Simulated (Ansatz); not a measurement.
## Calculated ¹²⁷I nuclear quadrupole resonance for La3GeI3

Cell: an entry of the Crystallography Open Database (COD), ions relaxed with PBE at fixed cell.

Space group I4_132 (No. 214); a = 12.6036 Å.

```
site  Wyckoff  site symmetry       x       y       z
  La      24g            ..2  0.3617  0.8750  0.3883
  Ge       8a            .32  0.8750  0.3750  0.1250
   I      24h            ..2  0.6250  0.8850  0.3650
```

One atom of each set is listed; the run and its k-mesh use a cell of 28 atoms with edges of 10.92, 10.92, 10.92 Å.

Level of theory: DFT, r2SCAN, plane waves and PAW, scalar-relativistic, 500 eV cutoff, Γ-centred 4×4×4 k-points, Fermi–Dirac smearing 0.05 eV (Ansatz 0.2.0).

¹²⁷I: I = 5/2, Q = -688.2 mb (year-2017 value). Static lattice, zero field.

Task: At which frequencies do the ¹²⁷I NQR lines lie?

Result: For I = 5/2 and η = 0 the lines are 3|C_Q|/20 and twice that; η pulls their ratio below 2.

```tsv
site	atoms	V_zz (10²¹ V/m²)	C_Q (MHz)	η	line frequencies (MHz)
I	12	7.15	-119	0.20	18.6, 35.4
```

With no gap above 0.1 eV, as in a metal, the gradients converge slowly in k; expect changes of a tenth or more on a denser mesh. Without spin–orbit coupling the gradients at and beside I can be off by some per cent, at some sites by more. With these PAW files V_zz is typically within 2 to 3 % of all-electron values, but misses above 10 % occur on I.
